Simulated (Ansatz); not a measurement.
A geometry of Ba away from equilibrium: step 4 of the relaxation of a relaxed Ba cell, doubled along one cell vector, shaken by Gaussian noise of σ = 0.08 Å a coordinate. Method: r2SCAN (plane waves to 500 eV, PAW, scalar-relativistic; Ansatz, a first-principles code). Γ-centred k-mesh 4×8×8 on the run's cell (coarser than for final values), Fermi–Dirac smearing 0.05 eV.

```xyz
2
Lattice="7.7189 0.0007 -0.0011 0.0003 3.9007 0.0058 -0.0005 0.0058 3.9169" Properties=species:S:1:pos:R:3:forces:R:3 pbc="T T T" free_energy=-11928.526 pressure_GPa=0.2
Ba     0.0056    -0.2095     0.6416   -0.1677   -0.0751    0.1141
Ba     3.7476     0.1352    -0.4302    0.1677    0.0751   -0.1141
```

Positions in Å, forces in eV/Å, free energy of the cell in eV (comparable only within this code, potentials and settings). Largest force: 0.22 eV/Å, on Ba1, Ba2 (atoms numbered as listed); the geometry lies 0.20 eV/atom above the end of its relaxation.

No spin polarisation in the result.

The run could not lose the symmetry of its start.

Of the parent cell (Pm-3m (No. 221)): it is a generated cell of Ba: the first start was made by placing the elements on the sites of a structure type, and the end was not matched to a known phase here, so it may be hypothetical. Known forms of Ba include space group No. 229.
